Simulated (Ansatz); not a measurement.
Given:

K2NaInF6:
```cif
data_F24In4K8Na4
_chemical_formula_sum 'K8 Na4 In4 F24'
_space_group_name_H-M_alt 'Fm-3m'
_space_group_IT_number 225
_space_group_name_Hall '-F 4 2 3'
_cell_length_a 8.58119
_cell_length_b 8.58119
_cell_length_c 8.58119
_cell_angle_alpha 90.000
_cell_angle_beta 90.000
_cell_angle_gamma 90.000
loop_
_atom_site_label
_atom_site_type_symbol
_atom_site_symmetry_multiplicity
_atom_site_Wyckoff_symbol
_atom_site_fract_x
_atom_site_fract_y
_atom_site_fract_z
_atom_site_occupancy
K1 K 8 c 0.25000 0.25000 0.25000 1
Na1 Na 4 b 0.50000 0.50000 0.50000 1
In1 In 4 a 0.00000 0.00000 0.00000 1
F1 F 24 e 0.00000 0.00000 0.24136 1
```
(The calculation used a cell of 10 atoms; values per cell refer to that cell.)

This is the PBEsol-relaxed structure.

**Question.** All from DFT-PBEsol in the program Ansatz with PAW potentials, unless another level is named. Estimate the Bader charges.

**Answer.** K +0.90, Na +0.89, In +2.05, F -0.79 e.

**Question.** Give the electronic dielectric constant ε∞ (DFPT).

**Answer.** 2.09.

**Question.** Give the Born charges (a third of the trace).

**Answer.** K +1.18, Na +1.12, In +2.76, F -1.04 e.

The first step of the workflow began from a Materials Project structure, measured or hypothetical; the Crystallography Open Database copy checked does not list it. Whether it is the stable phase at ambient conditions was not checked. The cell was relaxed with PBEsol under the symmetry of its start; its stability against distortions is not shown here. Spin–orbit coupling is left out wherever it is not named.

Potentials: the later of the program's two PAW sets.
